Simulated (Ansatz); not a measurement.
Li₂S:
Space group Fm-3m (No. 225); a = b = c = 5.6545 Å, α = β = γ = 90.00°

| atom | site | symmetry | x | y | z |
|---|---|---|---|---|---|
| Li | 8c | -43m | 0.2500 | 0.2500 | 0.2500 |
| S | 4a | m-3m | 0.0000 | 0.0000 | 0.0000 |
(The calculation used a cell of 3 atoms; values per cell refer to that cell.)

Relaxed with PBEsol. 

HSE06 on this cell (Ansatz, a first-principles code, PAW) gives a gap of 4.32 eV. What does PBEsol give?

3.20 eV.

Cost on shared cores: the PBEsol run (SCF on a 9×9×9 mesh, then bands and DOS) around 5 core-seconds (rough), the HSE06 run (SCF on 6×6×6, then a few points) about 60 core-seconds (a rough figure); the tasks are unlike.

The cell was relaxed with PBEsol under the symmetry of its start.

Potentials: the later of the program's two PAW sets.

Ansatz is a plane-wave DFT program.
